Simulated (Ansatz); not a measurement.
Polymorphs of TiB2, each relaxed with r²SCAN in the plane-wave PAW code Ansatz:

A: P6/mmm
a = 3.024 Å, b = 3.024 Å, c = 3.223 Å, α = 90.00°, β = 90.00°, γ = 120.00°

```tsv
atom	site	symmetry	x	y	z
Ti	1a	6/mmm	0.0000	0.0000	0.0000
B	2d	-6m2	0.3333	0.6667	0.5000
```

B: MoSi2 or CaC2 type (I4/mmm)
a = b = 3.220 Å, c = 5.968 Å, α = β = γ = 90.00°

```tsv
atom	site	symmetry	x	y	z
Ti	2a	4/mmm	0.0000	0.0000	0.0000
B	4e	4mm	0.0000	0.0000	0.3691
```

### Question
Put the candidates in order of energy per atom at 0 K, lowest first, for r²SCAN.

### Answer
A (+0 meV/atom), B (+1237 meV/atom)

Constructed cells (a structure type filled with these elements, in neither database checked): B. Not the usual ambient phase: B. All cells were relaxed under the symmetry of their starts (and spin orders); stability against distortions was not tested throughout. Rows with no word on spin ran without spin polarisation.

Energies hold the estimated change up to a 700 eV cutoff; steps of a few meV lie near the error of the meshes.

Potentials: the later of the program's two PAW sets.
